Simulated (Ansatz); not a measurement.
**NbCd$_{3}$: frozen-core PAW against all-electron methods**

```
Nb Cd
1.0
     4.21500    0.00000    0.00000
     0.00000    4.21500    0.00000
     0.00000    0.00000    4.21500
Nb Cd
1 3
Direct
  0.00000 0.00000 0.00000
  0.00000 0.50000 0.50000
  0.50000 0.00000 0.50000
  0.50000 0.50000 0.00000
```

Atom numbers follow the list: Nb1, Cd2, Cd3, Cd4.

The cell comes from COD entry 2310296, which wasn't checked; take it as a given geometry.

Spin polarisation is left out, and whether a magnetic state lies lower isn't shown here.

Levels of theory: DFT, LDA, PAW with Ansatz's default frozen-core files, scalar-relativistic (Ansatz 0.2.0); DFT, LDA, all-electron PAW with datasets made for the crystal, scalar-relativistic (Ansatz 0.2.0); DFT, LDA, all-electron LAPW, scalar-relativistic (Ansatz 0.2.0).

For PAW: a Γ-centred 9×9×9 k mesh, Fermi–Dirac smearing of 0.08 eV, cutoff 420 eV, no spin polarisation; the PAW files were made with PBE, and the program remakes their frozen cores for this functional. The crystal-made all-electron datasets (AE datasets) take a cutoff of 260 eV at this cell. LAPW targets a basis error of 0.5 meV/atom. The Ansatz runs share mesh, smearing and spin set-up. Plane-wave (PAW) pressures include the program's estimate of the Pulay term.

Stress and pressure are positive in compression.

Spin–orbit coupling is left out, which moves gradients at and beside heavy atoms by some per cent and at worst by a factor of two.

In a metal, gradients converge slowly with the k mesh: the values move by tens of per cent from one mesh to another, at times in sign, so only the comparison on one mesh counts.

Levels count from the Fermi level.

```tsv
quantity	PAW	AE datasets	LAPW
pressure (GPa)	-2.54	-2.52	-2.53
highest filled level at R (eV)	-1.179	-1.181	-1.181
lowest empty level at R (eV)	1.524	1.525	1.525
highest filled level at X (eV)	-0.803	-0.802	-0.802
lowest empty level at X (eV)	1.007	1.007	1.007
highest filled level at Γ (eV)	-0.934	-0.932	-0.932
lowest empty level at Γ (eV)	0.198	0.196	0.196
largest principal field gradient Vzz at Cd2 (10²¹ V/m²)	11.36	11.71	–
```

PAW's pressure differs from the LAPW value by about 0.01 GPa or less.
